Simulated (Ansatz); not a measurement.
# Band structure of ZnAg

```
Zn Ag
1.0
     3.15600    0.00000    0.00000
     0.00000    3.15600    0.00000
     0.00000    0.00000    3.15600
Zn Ag
1 1
Direct
  0.50000 0.50000 0.50000
  0.00000 0.00000 0.00000
```

Atom numbers follow the list: Zn1, Ag2.

The geometry is COD entry 9008800, unchecked; take it as a test cell.

These are results of Ansatz 0.2.0, DFT, LDA, all-electron LAPW, scalar-relativistic, not measurements.

The runs use a Γ-centred 12×12×12 k mesh, Fermi–Dirac smearing of 0.03 eV, basis error target 0.25 meV/atom, no spin polarisation.

Points in fractions of the reciprocal vectors of this cell: Γ (0, 0, 0), X (0, 0.5, 0), M (0.5, 0.5, 0), R (0.5, 0.5, 0.5). The path joins them by straight lines in the order Γ–X–M–Γ–R–X–R–M; legs that retrace an earlier one aren't tabulated. Energies are in eV from the Fermi level.

Question: Metal or insulator at this level of theory?

Answer: No gap opens: metallic or semimetallic.

Question: Tabulate bands 20 to 27, counted from the lowest band of the run, along the path.

Answer: 
```tsv
k (1/Å)	point	band 20	band 21	band 22	band 23	band 24	band 25	band 26	band 27
0.00	Γ	-5.39	-5.39	-4.24	-4.24	-4.24	5.30	5.30	5.30
0.14		-5.40	-5.37	-4.28	-4.28	-4.24	4.60	5.44	5.44
0.28		-5.44	-5.32	-4.41	-4.41	-4.26	3.15	5.86	5.86
0.43		-5.49	-5.23	-4.58	-4.58	-4.29	1.58	6.51	6.51
0.57		-5.55	-5.14	-4.76	-4.76	-4.32	0.08	7.37	7.37
0.71		-5.60	-5.09	-4.91	-4.91	-4.35	-1.23	8.40	8.40
0.85		-5.65	-5.11	-5.02	-5.02	-4.37	-2.19	9.54	9.54
1.00	X	-5.66	-5.18	-5.05	-5.05	-4.37	-2.57	10.44	10.44
1.14		-5.62	-5.49	-5.02	-4.68	-4.38	-2.55	8.97	10.24
1.28		-5.78	-5.49	-4.92	-4.39	-4.20	-2.50	7.24	8.47
1.42		-5.64	-5.27	-4.79	-4.40	-3.66	-2.40	5.61	6.73
1.56		-5.36	-4.86	-4.66	-4.42	-3.07	-2.25	4.12	5.11
1.71		-5.19	-4.54	-4.43	-4.38	-2.44	-2.02	2.83	3.69
1.85		-5.09	-4.46	-4.43	-4.01	-1.85	-1.73	1.83	2.62
1.99	M	-5.06	-4.44	-4.44	-3.87	-1.57	-1.57	1.41	2.19
2.19		-5.13	-4.49	-4.43	-4.10	-2.59	-1.17	1.73	3.28
2.39		-5.30	-4.61	-4.52	-4.41	-4.02	-0.25	1.94	5.75
2.59		-5.42	-4.88	-4.79	-4.71	-4.37	0.93	2.27	8.61
2.80		-5.39	-5.13	-4.84	-4.68	-4.33	2.23	2.83	7.52
3.00		-5.40	-5.29	-4.57	-4.52	-4.28	3.57	3.67	6.37
3.20		-5.40	-5.37	-4.33	-4.33	-4.25	4.70	4.76	5.58
3.40	Γ	-5.39	-5.39	-4.24	-4.24	-4.24	5.30	5.30	5.30
3.64		-5.38	-5.38	-4.40	-4.30	-4.30	4.79	4.89	4.89
3.89		-5.30	-5.30	-4.68	-4.47	-4.47	4.03	4.08	4.08
4.14		-5.15	-5.15	-4.70	-4.70	-4.54	3.33	3.33	3.46
4.38		-5.26	-5.26	-4.61	-4.61	-3.46	2.91	2.91	3.03
4.63		-5.63	-5.63	-4.25	-4.25	-1.45	2.60	2.92	2.92
4.88		-5.98	-5.98	-3.95	-3.95	0.95	2.35	3.41	3.41
5.12	R	-6.14	-6.14	-3.84	-3.84	1.55	4.13	4.13	4.13
5.32		-6.03	-6.03	-3.95	-3.88	1.38	2.37	3.04	4.41
5.52		-5.81	-5.76	-4.24	-4.01	0.26	0.53	3.19	5.17
5.73		-5.56	-5.48	-4.62	-4.21	-1.14	-0.91	4.18	5.75
5.93		-5.43	-5.34	-5.00	-4.40	-2.42	-1.86	5.55	6.56
6.13		-5.77	-5.34	-5.18	-4.41	-3.52	-2.35	7.19	7.64
6.33		-5.58	-5.57	-5.08	-4.43	-4.38	-2.53	9.00	9.02
6.53	X	-5.66	-5.18	-5.05	-5.05	-4.37	-2.57	10.44	10.44
7.94	R	-6.14	-6.14	-3.84	-3.84	1.55	4.13	4.13	4.13
8.08		-6.08	-6.08	-3.91	-3.84	1.53	3.19	3.19	3.78
8.22		-5.91	-5.91	-4.11	-3.84	1.48	2.06	2.06	3.24
8.36		-5.64	-5.64	-4.38	-3.85	1.01	1.01	1.44	2.81
8.51		-5.30	-5.30	-4.65	-3.86	0.06	0.06	1.42	2.51
8.65		-4.92	-4.92	-4.87	-3.86	-0.74	-0.74	1.41	2.33
8.79		-5.01	-4.58	-4.58	-3.87	-1.34	-1.34	1.41	2.22
8.93	M	-5.06	-4.44	-4.44	-3.87	-1.57	-1.57	1.41	2.19
```
